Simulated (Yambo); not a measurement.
Yambo run on K$_{2}$CO$_{3}$ (space group P6_3/mmc, No. 194). The wavefunctions are norm-conserving PBEsol (Quantum ESPRESSO, 84 Ry, scalar-relativistic) ones on a 3×3×2 mesh (40 occupied bands); a = 5.742 Å, b = 5.742 Å, c = 6.816 Å, α = 90.00°, β = 90.00°, γ = 120.00°.

Yambo input:

```
rim_cut
HF_and_locXC
RandQpts= 1000000
RandGvec= 1 Ry
EXXRLvcs= 84 Ry
VXCRLvcs= 336 Ry
% QPkrange
 1 | 1 | 40 | 41 |
 2 | 2 | 40 | 41 |
 5 | 5 | 40 | 41 |
 6 | 6 | 40 | 41 |
%
```

k points by index: 1 = Γ, 2 = A, 5 = K, 6 = H.

The o-*.hf file then holds:

```
#    K-point    Band    Eo [eV]    Ehf [eV]    Vxc [eV]    Vnlxc [eV]
#
    1    40    0.000000    -6.169324    -19.97018    -26.13950
    1    41    3.477799    7.540035    -7.906346    -3.844111
    2    40    -0.037689    -6.214482    -19.88212    -26.05891
    2    41    4.677474    9.354020    -9.522260    -4.845714
    5    40    -0.369746    -6.500973    -19.02277    -25.15399
    5    41    5.265236    9.645351    -8.605521    -4.225406
    6    40    -0.366024    -6.494650    -19.03887    -25.16750
    6    41    5.471281    11.21957    -16.01881    -10.27052
```
Exchange alone, without screening.

Geometry of the Materials Project entry, not relaxed at this level.

The structure is a Materials Project entry; no match was found in the copy of COD used, and its stability was not checked.
